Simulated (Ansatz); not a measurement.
One crystal and one scan (scan of one atom of the cell) at two levels, PBE (plane waves to 420 eV, PAW, scalar-relativistic; Ansatz, an electronic-structure program) and r2SCAN (plane waves to 500 eV, PAW, scalar-relativistic; Ansatz), each from its own relaxed cell and on its own mesh. The cell shown is that of PBE.

Relaxed MgS (rock salt):

```
CELL_PARAMETERS angstrom
      0.00000     2.61481     2.61481
      2.61481     0.00000     2.61481
      2.61481     2.61481     0.00000
ATOMIC_POSITIONS crystal
  S  0.00000 0.00000 0.00000
  Mg 0.50000 0.50000 0.50000
```

In this cell atom 2 (Mg, nearest neighbour S at 2.615 Å; its periodic images, 3.7 Å or more away, move with it) is moved by s along Cartesian z, unit vector (0.000, 0.000, 1.000); all other atoms and the cell stay fixed.

Energies are smeared free energies. MgS was relaxed with its symmetry unable to fall. The PAW data are Ansatz's earlier set. (PBE) Left out: 2 of 11 points, with atoms too close for the PAW data. (r2SCAN) Left out: 2 of 11 points, with atoms too close for the PAW data. Percentages come from the unrounded values. Both scans cover s from -0.624 to 0.624 Å.

Results of PBE:

- Lattice constant a (Å) = 5.230
- Energy at s = 0.624 Å (meV/cell) = 1188
- Force along the line at s = -0.624 Å (eV/Å) = 6.268
- Symmetry of the curve = even: the same for both signs
- Shape of the curve = a single well with its minimum at or next to zero displacement

What does r2SCAN give for the same quantities?


| quantity | r2SCAN | PBE − r2SCAN |
|---|---|---|
| Lattice constant a (Å) | 5.205 | +0.025 (+0.5 %) |
| Energy at s = 0.624 Å (meV/cell) | 1286 | -98 (-7.6 %) |
| Force along the line at s = -0.624 Å (eV/Å) | 6.730 | -0.462 (-6.9 %) |

PBE gives the higher value for: lattice constant a. PBE gives the lower value for: energy at s = 0.624 Å; force along the line at s = -0.624 Å. Both give the same symmetry of the curve: even: the same for both signs.

(A displaced cell: forces are minus the slopes of the energy, force constants its curvatures, and phonons follow from these.)
